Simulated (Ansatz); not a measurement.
Here is an unrelaxed guess for K2BRu2.

```cif
data_structure
_symmetry_space_group_name_H-M 'P 1'
_symmetry_Int_Tables_number 1
_cell_length_a 4.3601
_cell_length_b 4.3601
_cell_length_c 7.5343
_cell_angle_alpha 90.000
_cell_angle_beta 90.000
_cell_angle_gamma 120.000
_cell_volume 124.04
loop_
_atom_site_label
_atom_site_type_symbol
_atom_site_fract_x
_atom_site_fract_y
_atom_site_fract_z
_atom_site_occupancy
K1 K 0.00000 0.00000 0.69552 1
K2 K 0.00000 0.00000 0.30448 1
B1 B 0.00000 0.00000 0.00000 1
Ru1 Ru 0.66667 0.33333 0.86458 1
Ru2 Ru 0.66667 0.33333 0.13542 1
```

Computed with DFT PBE, scalar-relativistic, plane waves, PAW in Ansatz. Plane waves to 420 eV, a k mesh through Γ of 6×6×2 on the computed 5-atom cell and Gaussian smearing (0.10 eV); no spin polarisation.

Energies over the elements count from the elements' standard structures at the same level, with no fitted energy shifts.

Question: How far from equilibrium is it?

Answer: The pressure is 9.3 GPa (the mean over three directions, positive in compression), the largest force is 3.93 eV/Å, and the energy is +2.38 eV/atom against the elements. The shortest distance is 2.04 Å.

Question: Is it a good guess?

Answer: A poor one: relaxing gains about 1.6 eV/atom (the start's value is from the coarse mesh, so the gain is rough) in 31 ionic steps and ends at +0.79 eV/atom on the finer mesh. The symmetry stays P-6m2 (No. 187). The volume per atom shrinks by 19.9 %, from 24.8 to 19.9 Å³. The shortest distance goes from 2.04 Å (Ru–Ru) to 2.21 Å (B–Ru). The ratio c/a of the conventional cell changes by a factor of 2.41. Conventional cell: a = 3.022 Å, c = 12.566 Å. K has 6 K at 3.02 Å, 3 Ru at 3.33 Å, 1 B at 4.18 Å and 1 K at 4.20 Å; around B lie 6 Ru at 2.21 Å; around Ru lie 3 B at 2.21 Å, 1 Ru at 2.70 Å, 6 Ru at 3.02 Å and 3 K at 3.33 Å.

The last run used collinear spin, a 12×12×4 mesh (in the run's order of axes) for its 5-atom cell and Gaussian smearing of 0.10 eV. Another magnetic order may lie lower. The relaxation can't lower the symmetry of the start, and the grade says only how near the guess is to its own end. Symmetry constrained the relaxation, so the result can be a saddle point. Another cell of K2BRu2 relaxed alike but without spin, in R-3m, lies 0.40 eV/atom lower, so this cell isn't the stable form at this level.
